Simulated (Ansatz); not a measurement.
Relaxed-ion elastic tensor of BeNi (CsCl type, Pm-3m) in GPa (Voigt order), the program Ansatz at the LDA level (PAW); density 6.74 g/cm³, 8.34 Å³ per atom.

```
265  188  188  0.0  0.0  0.0
188  265  188  0.0  0.0  0.0
188  188  265  0.0  0.0  0.0
0.0  0.0  0.0  156  0.0  0.0
0.0  0.0  0.0  0.0  156  0.0
0.0  0.0  0.0  0.0  0.0  156
```

Problem. Is the crystal mechanically stable?

Solution. Yes: the smallest eigenvalue of C is 76.6 GPa.

Problem. Work out the Voigt, Reuss and Hill averages.

Solution. K_V = 214, K_R = 214, K_H = 214; G_V = 109, G_R = 70.1, G_H = 89.6 GPa.

Problem. Give Young's modulus, Poisson's ratio, Pugh's ratio and the universal anisotropy index.

Solution. E = 9KG/(3K + G) = 236 GPa; ν = 0.32; K/G = 2.39 (ductile by the Pugh limit of 1.75); A_U = 5G_V/G_R + K_V/K_R − 6 = 2.79.

Problem. Estimate the sound speeds and the Debye temperature.

Solution. v_l = √((K + 4G/3)/ρ) = 7030 m/s, v_t = √(G/ρ) = 3650 m/s, mean 4080 m/s; Θ = (h/k)(3n/4πV)^(1/3) v_m = 599 K.

Problem. Give the Zener ratio and Young's modulus along [100], [110] and [111].

Solution. A = 2C44/(C11 − C12) = 4.08; 1/E = S11 − 2(S11 − S12 − S44/2)Γ with Γ = 0, 1/4, 1/3 gives 108, 233, 377 GPa.

Problem. Solve the Christoffel equation for the three sound speeds along [100], [110], [111].

Solution. Eigenvalues of C_ijkl n_j n_l equal ρv². In km/s, slowest first: [100] 4.82, 4.82, 6.27; [110] 2.38, 4.82, 7.54; [111] 3.39, 3.39, 7.91.

The first step of the workflow began from a Materials Project structure, measured or hypothetical; the Crystallography Open Database copy checked does not list it. With Be and Ni taken as one species the cell has the higher symmetry Im-3m, so it may be an ordered model of a mixed-site phase. Whether it is the stable phase at ambient conditions was not checked. Symmetry was held in the LDA relaxation; of distortions, only those at the zone centre were tested. The run is not spin-polarised. As this level gives no gap, shear constants depend on the k-mesh and smearing (Fermi–Dirac, 0.1 eV here).

Potentials: the later of the program's two PAW sets.
